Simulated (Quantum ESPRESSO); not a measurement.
```
CELL_PARAMETERS angstrom
      3.14297     0.00000     0.00000
      0.00000     3.14297     0.00000
      0.00000     0.00000     4.42389
ATOMIC_POSITIONS crystal
  N  0.50000 0.00000 0.73955
  N  0.00000 0.50000 0.26045
  Al 0.50000 0.50000 0.50000
  Ga 0.00000 0.00000 0.00000
```

Cell and atoms were relaxed with PBEsol from Materials Project entry mp-1008556, within its symmetry.

**Question.** What does PBEsol (Quantum ESPRESSO, PseudoDojo norm-conserving, 84 Ry, with spin-orbit coupling) give for the electronic structure near the Fermi level?

**Answer.** The PBEsol gap is direct, 2.79 eV at Γ. 

The structure is a Materials Project entry; no match was found in the copy of COD used, and its stability was not checked.
